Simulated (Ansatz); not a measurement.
## Nuclear-site quantities of P as the cell is scaled

```xyz
1
Lattice="4.2729 0.0000 0.0000 0.0000 4.2729 0.0000 0.0000 0.0000 4.3780" Properties=species:S:1:pos:R:3 pbc="T T T"
P     0.0000    0.0000    0.0000
```

The cell comes from COD entry 1534547, which wasn't checked; take it as a given geometry.

All numbers below come from DFT, PBEsol, all-electron PAW with datasets made for the crystal, scalar-relativistic in Ansatz 0.2.0.

The runs use a Γ-centred 10×10×9 k mesh, Fermi–Dirac smearing of 0.08 eV, cutoff 140 eV (chosen by the program for this cell), no spin polarisation.

The contact density is the mean electron density over the nuclear volume; its changes follow the s electrons' response to bonding and compression. Changes below are taken from the unscaled cell, where it is 15991.7 e/Å³ at P.

```csv
V/V(cell),P (GPa),Δρ(0) P (e/Å³)
0.9400,-4.4,?
0.9600,-4.2,?
0.9800,-4.0,0.04
0.9900,-3.9,0.02
1.0000,-3.8,0.00
1.0100,-3.7,-0.03
1.0200,-3.6,-0.05
1.0400,-3.4,?
1.0600,-3.3,-0.15
```

Question: Give the missing entry: row "1.0400", column "Δρ(0) P (e/Å³)".

Answer: -0.10.

Question: Give the missing entry: row "0.9600", column "Δρ(0) P (e/Å³)".

Answer: 0.09.

Question: What belongs in the row "0.9400", column "Δρ(0) P (e/Å³)"?

Answer: 0.14.

The datasets are made afresh for each cell, so very small changes are uncertain.
